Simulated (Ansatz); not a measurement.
WC:
```yaml
crystal:
  lattice:
    - [2.91207, 0.00000, 0.00000]
    - [-1.45604, 2.52193, 0.00000]
    - [0.00000, 0.00000, 2.83625]
  atoms:
    - { symbol: W, position: [0.00000, 0.00000, 0.00000] }
    - { symbol: C, position: [0.66667, 0.33333, 0.50000] }
```

Relaxed with r²SCAN. Special points in fractions of this cell's reciprocal vectors: Γ (0.000, 0.000, 0.000); M (0.500, 0.000, 0.000); K (0.333, 0.333, 0.000); A (0.000, 0.000, 0.500); L (0.500, 0.000, 0.500); H (0.333, 0.333, 0.500).

Problem. List the band energies nearest the Fermi level at these points for r²SCAN with spin–orbit coupling in the plane-wave PAW code Ansatz.

Solution. In eV from the Fermi level; about four levels below and three above (degenerate sets whole), none deeper than 8.9 eV; points with the same levels are listed once.

```tsv
k	below	above
Γ	-3.68 -3.68 -3.37 -3.37	0.04 0.04 3.18 3.18
M	-3.71 -3.71 -0.57 -0.57	2.46 2.46 4.53 4.53
K	-5.07 -4.46 -3.68 -3.54	0.49 0.73 0.85
A	-0.87 -0.87 -0.28 -0.28	3.73 3.73 4.78 4.78
L	-4.54 -4.54 -4.43 -4.43	0.15 0.15 4.51 4.51
H	-1.99 -1.75 -0.81 -0.61	4.43 4.51 6.52
```

Space group P-6m2. The cell was relaxed with r²SCAN under the symmetry of its start; of distortions, only those at the zone centre were tested. The run is not spin-polarised.

Potentials: the later of the program's two PAW sets.
